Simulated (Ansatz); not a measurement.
AlO2:
```xyz
12
Lattice="9.3497 0.0000 0.0000 0.0000 2.9168 0.0000 0.0000 0.0000 4.8204" Properties=species:S:1:pos:R:3 pbc="T T T"
Al     6.1980     0.7292     2.6112
Al     3.1517     2.1876     2.2092
Al     7.8266     2.1876     0.2010
Al     1.5231     0.7292     4.6194
O      4.9679     2.1876     1.6645
O      4.3818     0.7292     3.1559
O      9.0567     0.7292     4.0747
O      0.2931     2.1876     0.7457
O      2.1417     2.1876     3.7131
O      7.2080     0.7292     1.1073
O      2.5331     0.7292     1.3029
O      6.8166     2.1876     3.5175
```
The run is spin-polarised; directions of the spins, atom by atom: 0 0 0 0 ↑ ↑ ↑ ↑ 0 0 0 0.

Relaxed with PBE.

Problem. Which orbitals make up the states near the band edges in DFT-PBE in the program Ansatz with PAW potentials?

Solution. Top 1 eV of the valence band: O 2p 98 %. Bottom 1 eV of the conduction band: O 2p 98 %. Projections are on Löwdin-orthogonalised atomic valence shells; empty p or d shells of many metals are not among them.

Problem. Tabulate the density of states.

Solution. States/eV per cell of 12 atoms, in 0.25 eV bins, energy from the valence-band maximum.

```
E (eV)  total   O 2p  Al 3p  Al 3s
------  -----  -----  -----  -----
-7.28    0.00   0.00   0.00   0.00
-7.03    0.18   0.14   0.01   0.04
-6.78    0.77   0.58   0.03   0.15
-6.53    1.48   1.12   0.06   0.26
-6.28    4.62   3.63   0.19   0.69
-6.03    5.25   4.08   0.26   0.75
-5.78    4.16   3.25   0.23   0.55
-5.53    3.20   2.52   0.21   0.36
-5.28    5.45   4.43   0.56   0.29
-5.03    5.99   4.94   0.56   0.27
-4.78    6.15   5.15   0.52   0.24
-4.53    6.84   5.71   0.66   0.21
-4.28    6.35   5.30   0.63   0.21
-4.03    6.55   5.55   0.63   0.18
-3.78    6.22   5.28   0.59   0.17
-3.53    6.30   5.36   0.58   0.16
-3.28    7.35   6.35   0.68   0.14
-3.03    7.62   6.68   0.68   0.10
-2.78    8.11   7.24   0.62   0.07
-2.53    9.79   8.94   0.56   0.06
-2.28   11.78  10.96   0.52   0.05
-2.03   10.17   9.61   0.31   0.03
-1.78    9.26   8.87   0.18   0.02
-1.53    7.00   6.72   0.13   0.01
-1.28   10.43  10.10   0.16   0.02
-1.03   10.22   9.98   0.10   0.01
-0.78   10.17   9.93   0.10   0.01
-0.53    3.51   3.41   0.05   0.00
-0.28    0.95   0.93   0.01   0.00
-0.03    0.11   0.11   0.00   0.00
0.22     0.64   0.62   0.01   0.00
0.47     5.64   5.48   0.06   0.01
0.72     4.54   4.45   0.03   0.01
0.97     5.12   5.04   0.02   0.00
1.22     0.05   0.05   0.00   0.00
1.47     0.00   0.00   0.00   0.00
1.72     0.00   0.00   0.00   0.00
1.97     0.00   0.00   0.00   0.00
2.22     0.00   0.00   0.00   0.00
2.47     0.00   0.00   0.00   0.00
2.72     0.00   0.00   0.00   0.00
2.97     0.00   0.00   0.00   0.00
3.22     0.00   0.00   0.00   0.00
3.47     0.00   0.00   0.00   0.00
3.72     0.00   0.00   0.00   0.00
3.97     0.00   0.00   0.00   0.00
4.22     0.00   0.00   0.00   0.00
4.47     0.00   0.00   0.00   0.00
4.72     0.00   0.00   0.00   0.00
4.97     0.00   0.00   0.00   0.00
```

Space group Pnma. The first step of the workflow began from a Materials Project structure, measured or hypothetical; the Crystallography Open Database copy checked does not list it. Whether it is the stable phase at ambient conditions was not checked. Symmetry was held in the PBE relaxation; whether a distortion lowers the energy is not shown. The final state is ferromagnetic, chosen from 4 collinear starts compared on coarse meshes (ties went to the first, and starts can fall back to one state), not a proven ground state. No Hubbard U is applied.

Potentials: the later of the program's two PAW sets.
